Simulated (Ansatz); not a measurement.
NbAl₃:
```
CELL_PARAMETERS angstrom
     -1.91709     1.91709     4.28858
      1.91709    -1.91709     4.28858
      1.91709     1.91709    -4.28858
ATOMIC_POSITIONS crystal
  Al 0.50000 0.50000 0.00000
  Al 0.75000 0.25000 0.50000
  Al 0.25000 0.75000 0.50000
  Nb 0.00000 0.00000 0.00000
```

Relaxed with r²SCAN. Special points in fractions of this cell's reciprocal vectors: Γ (0.000, 0.000, 0.000); X (0.000, 0.000, 0.500); P (0.250, 0.250, 0.250); N (0.000, 0.500, 0.000); M (0.500, 0.500, -0.500); S (0.300, 0.700, -0.300); S0 (-0.300, 0.300, 0.300); R (-0.100, 0.100, 0.500); G (0.500, 0.500, -0.100).

**Question.** List the band energies nearest the Fermi level at these points for r²SCAN in the plane-wave PAW code Ansatz.

**Answer.** In eV from the Fermi level; about four levels below and three above (degenerate sets whole), none deeper than 8.9 eV; points with the same levels are listed once.

```
k                          below                above
-  -----------------------------  -------------------
Γ        -3.02 -2.70 -2.21 -2.21       0.05 1.69 1.69
X        -4.30 -2.98 -2.90 -2.16       1.86 2.13 2.82
P        -5.00 -2.55 -2.55 -1.61       0.63 1.87 2.13
N        -3.14 -2.26 -1.26 -0.33       1.89 1.93 2.98
M  -1.19 -1.19 -1.01 -0.08 -0.08       0.23 3.28 5.73
S        -2.19 -1.69 -1.37 -0.22  1.46 2.13 3.14 3.15
R        -4.01 -2.92 -2.21 -2.02       1.62 2.03 2.27
```

Space group I4/mmm. The first step of the workflow began from a Materials Project structure, measured or hypothetical; the Crystallography Open Database copy checked does not list it. With Al and Nb taken as one species the cell has the higher symmetry I4/mmm, so it may be an ordered model of a mixed-site phase. Its standing as an ambient phase is unchecked. Symmetry was held in the r²SCAN relaxation; of distortions, only those at the zone centre were tested. The run is not spin-polarised. Spin–orbit coupling is left out wherever it is not named.

Potentials: the later of the program's two PAW sets.
